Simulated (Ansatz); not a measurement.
# Two inputs for Si3N4

Cell: an entry of the Crystallography Open Database (COD), atoms as given.

Space group P6_3/m (No. 176); a = 7.6170, c = 2.9134 Å, γ = 120.00°.

```csv
site,Wyckoff,site symmetry,x,y,z
Si,6h,m..,0.1784,0.7749,0.2500
N7,2c,-6..,0.3333,0.6667,0.2500
N9,6h,m..,0.3359,0.0328,0.2500
```

One atom of each set is listed.

Reference run. The numbers come from a DFT calculation in Ansatz (PBE, plane waves and PAW, scalar-relativistic, 420 eV cutoff, Γ-centred 4×4×9 k-points, Fermi–Dirac smearing 0.02 eV).

Task: The input is changed as follows: `hamiltonian.xc`: pbe → r2scan; `basis.ecutwfc`: not typed → 18.4 Ry; `scf.initial_density.chi_scale`: not typed → 0.0. What happens to V_zz (10²¹ V/m²) and η?

Result: 

```tsv
site	V_zz reference	η reference	V_zz changed	η changed
Si	-0.73	0.21	-0.72	0.25
N7	-5.17	0.00	-4.49	0.00
N9	-4.88	0.10	-4.12	0.11
```

The largest change of V_zz is on N9, from -4.88 to -4.12. In per cent, |V_zz| changes by -1 on Si, -15 to -13 on N (all sites that start above 0.5). SCF iterations: 6 and 9. New warnings: cutoff below recommended. In the changed run the cutoff of 250 eV lies below the one recommended for these PAW files, so its values aren't converged ones.

On the reference run: At this cell the principal stresses reach 5 GPa in size with PBE, which can matter for small gradients. The largest force is 1.2 eV/Å, so the atoms aren't at the calculated equilibrium and relaxing them would move these values.
